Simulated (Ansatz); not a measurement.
SiSn (CsCl type, Pm-3m), PBEsol in the plane-wave PAW code Ansatz, all energies at zero smearing, with the estimated change up to a 700 eV cutoff added, with one set of potentials and settings (totals compare only within such a set). Cell of 2 atoms (1 Sn, 1 Si): -6570.504 eV.

```json
[
 {"element": "Sn", "reference phase": "I4_1/amd, 2 atoms in the cell", "E (eV/atom)": "-5949.7830"},
 {"element": "Si", "reference phase": "Fd-3m, 2 atoms in the cell", "E (eV/atom)": "-621.4920"}
]
```

Formation energy per atom, worked out: (-6570.504 − 1×(-5949.7830) − 1×(-621.4920))/2 = 0.386 eV/atom (37 kJ per mol of atoms), at 0 K, without zero-point energy or fitted corrections.

A made-up cell: these elements were put on the sites of a structure type; neither database checked (COD, Materials Project) lists it. Its standing as an ambient phase is unchecked. Symmetry was held in the PBEsol relaxation. At this level the phase is mechanically unstable. The references are the lowest solids computed at this level, not always the standard phases. Spin–orbit coupling is left out wherever it is not named.

Potentials: the later of the program's two PAW sets.
